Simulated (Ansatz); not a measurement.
# Rocksalt alloy of PbS and CaS (20 of 32 Pb sites exchanged), 64 atoms

Theory: DFT, PBEsol, PAW, plane waves in Ansatz.

Command:

```sh
ansatz run in.yaml --threads 8 --pin off --max-ram 118750MiB --runs-dir r --events-out ev --progress --plain --backend cuda --devices 0, --max-vram 170GiB
```

The input less its lattice and atoms:

```yaml
crystal:
  symmetry: { detect: false }
kpoints:
  mp_grid: { grid: [1, 1, 1], shift: [0.25, 0.25, 0.25] }
hamiltonian:
  xc: pbesol
scf:
  occupations: { method: fermi_dirac, width: 0.01 }
relax:
  f_tol: 0.03
  max_steps: 80
  escape_saddle: false
  adjacent_minimum: "off"
  cell: { fix: [shape] }
output:
  forces: true
  eigenvalues: true
  populations: true
```

Start:

```xyz
64
Lattice="11.4692 0.0000 0.0000 0.0000 11.4692 0.0000 0.0000 0.0000 11.4692" Properties=species:S:1:pos:R:3 pbc="T T T"
S     2.8576    0.0077    0.0447
S     2.8780    0.0013    5.7126
S     2.8556    5.7361    0.0287
S     2.8412    5.7251    5.7659
S     8.6144   11.4638   11.4591
S     8.6182   11.4447    5.7484
S     8.5746    5.7571   11.4337
S     8.6350    5.7361    5.7226
S    11.4646    2.8983   11.4557
S     0.0201    2.8762    5.7223
S    11.4345    8.6070    0.0005
S     0.0056    8.6043    5.7223
S     5.7288    2.8673    0.0127
S     5.7156    2.8570    5.7051
S     5.7348    8.6143    0.0123
S     5.6909    8.5704    5.7012
S    11.4529   11.4639    2.8880
S     0.0137    0.0050    8.6453
S    11.4492    5.7696    2.8666
S    11.4295    5.7284    8.5614
S     5.7133    0.0071    2.8661
S     5.7419    0.0240    8.6224
S     5.7359    5.7589    2.8493
S     5.7248    5.7301    8.5742
S     2.8744    2.8706    2.9079
S     2.8936    2.8219    8.6197
S     2.8431    8.5794    2.8680
S     2.8480    8.5723    8.5672
S     8.5944    2.8996    2.8634
S     8.5874    2.8992    8.5840
S     8.5898    8.6101    2.8435
S     8.6465    8.5882    8.5635
Pb    0.0046    0.0051    0.0061
Pb    0.0082    5.7485    0.0090
Pb    5.7453   11.4652   11.4668
Pb    5.7233    5.7550    5.7053
Pb    2.8583    2.8789   11.4639
Pb    8.5785    2.8615    0.0107
Pb    2.8721    5.7460    2.8746
Pb    2.9196    5.7379    8.6224
Pb    8.6184   11.4624    8.6107
Pb    8.6097    5.7130    8.5506
Pb   11.4648    8.5875    8.6219
Pb    5.7283    8.5961    8.6013
Ca    0.0075    0.0101    5.7444
Ca    0.0201    5.7350    5.7503
Ca    5.7289    0.0040    5.7618
Ca    5.7311    5.6894    0.0019
Ca    2.9015    2.8703    5.7474
Ca    2.8737    8.6346    0.0252
Ca    2.8826    8.6353    5.7613
Ca    8.6064    2.8715    5.7319
Ca    8.5369    8.6279    0.0231
Ca    8.5763    8.6173    5.7424
Ca    2.8755    0.0180    2.8506
Ca    2.8703   11.4612    8.6605
Ca    8.6078    0.0431    2.8553
Ca    8.6088    5.7052    2.8257
Ca   11.4676    2.8782    2.8570
Ca   11.4605    2.8538    8.5971
Ca   11.4554    8.6174    2.8957
Ca    5.7542    2.8969    2.8685
Ca    5.7218    2.8767    8.6236
Ca    5.7374    8.6064    2.8648
```

Steps:

| step | energy less the first (eV) | largest force component (eV/Å) | pressure (GPa) |
| --- | --- | --- | --- |
| start | 0.000 | 0.698 | 0.80 |
| 1 | -0.774 | 0.365 | -0.78 |
| 2 | -0.990 | 0.035 | -0.04 |
| 3 | -0.993 | 0.008 | 0.00 |
| 4 | -0.994 | 0.007 | 0.00 |

A structure on the way, about -0.77 eV from the start:

```
S Pb Ca
1.0
    11.54728    0.00000    0.00000
     0.00000   11.54728    0.00000
     0.00000    0.00000   11.54728
S Pb Ca
32 12 20
Direct
  0.25025 0.99103 0.00121
  0.25056 0.99926 0.50143
  0.25902 0.50979 0.00123
  0.24218 0.49996 0.50176
  0.74942 0.99116 0.00972
  0.75013 0.00034 0.49229
  0.74004 0.50804 0.00750
  0.75756 0.49990 0.48995
  0.99961 0.25114 0.99997
  0.99970 0.24957 0.50011
  0.99893 0.75129 0.00854
  0.00016 0.75115 0.49277
  0.49995 0.26014 0.00010
  0.50074 0.24185 0.49984
  0.49858 0.74185 0.00701
  0.49894 0.75845 0.49191
  0.99837 0.00128 0.25894
  0.00969 0.00945 0.74215
  0.99111 0.50033 0.25661
  0.99950 0.49058 0.74051
  0.50024 0.00064 0.25799
  0.49150 0.00792 0.74156
  0.50837 0.50012 0.24086
  0.49820 0.49101 0.75913
  0.24977 0.24162 0.25867
  0.25143 0.24084 0.74336
  0.24905 0.75870 0.24879
  0.25176 0.75878 0.75032
  0.74953 0.25043 0.25700
  0.74972 0.24943 0.74040
  0.74823 0.75117 0.24946
  0.74912 0.75138 0.74861
  0.99984 0.99930 0.00158
  0.99879 0.50240 0.00055
  0.49980 0.99923 0.00165
  0.50025 0.50011 0.49790
  0.24954 0.25106 0.00046
  0.74961 0.25208 0.99945
  0.24930 0.50156 0.25170
  0.24938 0.49967 0.75011
  0.75096 0.00003 0.74862
  0.75141 0.49900 0.74722
  0.99940 0.74857 0.74967
  0.50031 0.74990 0.75024
  0.00134 0.00024 0.49988
  0.00013 0.50049 0.49949
  0.49895 0.00112 0.49953
  0.50036 0.50108 0.00007
  0.25082 0.24885 0.50039
  0.24943 0.74981 0.00229
  0.24890 0.75200 0.49981
  0.75057 0.25071 0.49976
  0.74807 0.74902 0.00194
  0.75094 0.75053 0.49851
  0.25041 0.00055 0.25212
  0.25048 0.00056 0.75062
  0.74993 0.99956 0.25134
  0.75064 0.50126 0.24869
  0.00130 0.25072 0.25147
  0.00054 0.25064 0.74889
  0.99819 0.75095 0.25153
  0.49875 0.24992 0.25154
  0.49978 0.24948 0.74928
  0.50004 0.75096 0.24956
```

End:

```
S Pb Ca
1.0
    11.49864    0.00000    0.00000
     0.00000   11.49864    0.00000
     0.00000    0.00000   11.49864
S Pb Ca
32 12 20
Direct
  0.24992 0.99438 0.00042
  0.24944 0.99975 0.49861
  0.25677 0.50860 0.00036
  0.24316 0.50172 0.49973
  0.74960 0.99139 0.00949
  0.75055 0.99988 0.49581
  0.74425 0.50643 0.00792
  0.75492 0.50111 0.49446
  0.99998 0.25067 0.00019
  0.99984 0.25010 0.49826
  0.99934 0.74978 0.00829
  0.99994 0.75096 0.49529
  0.50006 0.25682 0.00121
  0.50035 0.24601 0.49908
  0.49951 0.74508 0.00715
  0.49975 0.75717 0.49403
  0.99906 0.00050 0.25511
  0.00674 0.00704 0.74079
  0.99339 0.49923 0.25490
  0.00003 0.49225 0.74225
  0.49944 0.00101 0.25458
  0.49336 0.00662 0.74186
  0.50595 0.49903 0.24688
  0.50036 0.49182 0.75846
  0.24979 0.24301 0.25592
  0.25061 0.24536 0.74291
  0.24928 0.75615 0.25020
  0.25004 0.75846 0.74932
  0.74948 0.24899 0.25478
  0.74984 0.24987 0.74181
  0.74945 0.75047 0.25189
  0.75001 0.75066 0.74989
  0.99974 0.99901 0.00245
  0.99919 0.50130 0.00148
  0.49969 0.99845 0.00241
  0.50091 0.49915 0.49937
  0.25088 0.25039 0.99997
  0.74904 0.25086 0.00252
  0.24957 0.50170 0.25065
  0.24996 0.49906 0.74961
  0.75032 0.00108 0.74720
  0.75009 0.49874 0.74952
  0.00089 0.75182 0.74753
  0.49909 0.75163 0.75006
  0.00106 0.00139 0.49841
  0.99913 0.49943 0.49895
  0.49885 0.00124 0.49871
  0.50049 0.50117 0.00197
  0.24914 0.24889 0.49936
  0.25015 0.75107 0.00120
  0.24960 0.75284 0.49894
  0.75080 0.24991 0.49835
  0.74921 0.74927 0.00330
  0.74997 0.75091 0.49847
  0.24945 0.99962 0.25159
  0.25004 0.00182 0.74762
  0.74949 0.99877 0.25208
  0.74967 0.50078 0.25105
  0.99954 0.24947 0.25168
  0.00081 0.24947 0.74683
  0.99861 0.75055 0.25172
  0.49982 0.24960 0.25107
  0.49982 0.24947 0.74890
  0.50029 0.75075 0.25072
```

The run converged.

Time: 4.7 s of wall time on one NVIDIA GB200 with 8 processor threads, on a host shared with other runs; peak host memory 2 GiB.

(1) How much energy did the relaxation gain, and which atom moved most?

Results:

(1) 0.99 eV in 4 steps, from a start with small random displacements; atom 18 (S) moved 0.18 Å, the median atom 0.05 Å (drift of the whole cell removed).
